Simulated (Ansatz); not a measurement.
SnTePbSe:
```
CELL_PARAMETERS angstrom
      4.40436     0.00000     0.00000
      0.00000     4.40436     0.00000
      0.00000     0.00000     6.19992
ATOMIC_POSITIONS crystal
  Sn 0.50000 0.50000 0.50000
  Te 0.50000 0.50000 0.00000
  Pb 0.00000 0.00000 0.00000
  Se 0.00000 0.00000 0.50000
```

Relaxed with PBEsol. Special points in fractions of this cell's reciprocal vectors: Γ (0.000, 0.000, 0.000); X (0.000, 0.500, 0.000); M (0.500, 0.500, 0.000); Z (0.000, 0.000, 0.500); R (0.000, 0.500, 0.500); A (0.500, 0.500, 0.500).

### Question
List the band energies nearest the Fermi level at these points for the program Ansatz at the PBEsol level (PAW).

### Answer
In eV from the Fermi level; about four levels below and three above (degenerate sets whole), none deeper than 8.9 eV; points with the same levels are listed once.

```
k                          below                above
-  -----------------------------  -------------------
Γ  -3.43 -3.43 -1.97 -1.92 -1.92       2.86 3.85 3.85
X        -1.92 -1.54 -0.91 -0.85       1.16 1.40 1.43
M        -3.55 -3.38 -3.38 -3.34  2.88 2.88 4.76 4.76
Z        -2.71 -2.71 -1.92 -1.52       1.98 2.44 3.60
R        -1.56 -1.33 -0.29 -0.13       0.40 0.57 0.79
A        -4.26 -4.26 -1.04 -0.35  1.34 1.41 4.15 4.15
```

Space group P4/mmm. The workflow started from a Materials Project entry (that database holds measured and hypothetical structures alike); the Crystallography Open Database copy checked does not list it. Its standing as an ambient phase is unchecked. The PBEsol relaxation kept the symmetry of its start. At this level the phase is dynamically unstable (imaginary phonons). The Fermi level of a semimetal is unsure by some 0.05 eV on such meshes. Scalar-relativistic: spin–orbit coupling is off unless named, which matters more the heavier the elements.

Potentials: the later of the program's two PAW sets.
